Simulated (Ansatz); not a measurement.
Pd:
```cif
data_Pd
_chemical_formula_sum 'Pd1'
_space_group_name_H-M_alt 'P 1'
_space_group_IT_number 1
_cell_length_a 2.73992
_cell_length_b 2.73992
_cell_length_c 2.73992
_cell_angle_alpha 60.000
_cell_angle_beta 60.000
_cell_angle_gamma 60.000
loop_
_space_group_symop_operation_xyz
  'x, y, z'
loop_
_atom_site_label
_atom_site_type_symbol
_atom_site_fract_x
_atom_site_fract_y
_atom_site_fract_z
_atom_site_occupancy
Pd1 Pd 0.00000 0.00000 0.00000 1
```

Relaxed with plane-wave PAW PBEsol (Ansatz code). Indices refer to the conventional cell of Fm-3m, a = b = c = 3.8748 Å, α = β = γ = 90.00°.

Problem. Simulate the powder diffraction pattern (Ag Kα, λ = 0.560885 Å; lines above 1 %) up to 2θ = 30°.

Solution. Simulated powder pattern, Ag Kα, λ = 0.560885 Å (kinematic, ideal powder, no thermal factors, no anomalous dispersion; the 30 strongest lines at most, above 1 %, up to 2θ = 30°):

```json
[
 {"2θ (°)": "14.40", "d (Å)": "2.237", "I/Imax (%)": "100", "hkl": "(111)"},
 {"2θ (°)": "16.65", "d (Å)": "1.937", "I/Imax (%)": "50", "hkl": "(200)"},
 {"2θ (°)": "23.62", "d (Å)": "1.370", "I/Imax (%)": "34", "hkl": "(220)"},
 {"2θ (°)": "27.78", "d (Å)": "1.168", "I/Imax (%)": "40", "hkl": "(311)"},
 {"2θ (°)": "29.04", "d (Å)": "1.119", "I/Imax (%)": "12", "hkl": "(222)"}
]
```

Symmetry was held in the PBEsol relaxation. The workflow began spin-polarised and lost its moments. The cell computed holds one magnetic atom, so no antiferromagnetic order was within reach.

Potentials: the earlier of the program's two PAW sets. The files were generated under PBE; for other functionals the program regenerates the frozen cores, and for LDA and PBEsol the local potential too.
